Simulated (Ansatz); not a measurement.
HfCo3B2

We look at HfCo3B2: an experimental structure (space group P6/mmm), with 6 atoms per cell. Source: COD entry 1511014; it may be a high-temperature, high-pressure or metastable form.

```
B Co Hf
1.0
     4.84000    0.00000    0.00000
    -2.42000    4.19156    0.00000
     0.00000    0.00000    3.03600
B Co Hf
2 3 1
Direct
  0.33333 0.66667 0.00000
  0.66667 0.33333 0.00000
  0.50000 0.00000 0.50000
  0.50000 0.50000 0.50000
  0.00000 0.50000 0.50000
  0.00000 0.00000 0.00000
```

Numbers behind element symbols give the atom's place in this list.

Level of theory: DFT, r2SCAN, PAW, plane waves, scalar-relativistic (Ansatz development build ahead of 0.2.0).

```yaml
plane_wave_cutoff: 500 eV
k_point_mesh: 5×5×6 (Γ-centred)
occupations: Fermi–Dirac smearing, 0.05 eV
valence_electrons: 83
```

Only collinear orders within this cell were tried; the true ground state may need a larger cell.

Q: Predict the lowest-energy solution among 16 converged runs.

A: Non-magnetic, no gap on the k-mesh.
